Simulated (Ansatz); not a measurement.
LiBr:
```xyz
2
Lattice="0.0000 2.7554 2.7554 2.7554 0.0000 2.7554 2.7554 2.7554 0.0000" Properties=species:S:1:pos:R:3 pbc="T T T"
Li     0.0000     0.0000     0.0000
Br     2.7554     2.7554     2.7554
```

Relaxed with PBE.

**Question.** Give the Bader charges and basin volumes of the independent atoms, PBE in the plane-wave PAW code Ansatz.

**Answer.** 

```tsv
atom	Bader charge (e)	Bader volume (Å³)
Li1	+0.90	4.1
Br2	-0.90	37.7
```

Space group Fm-3m (rock salt). The PBE relaxation kept the symmetry of its start.

Potentials: the later of the program's two PAW sets.
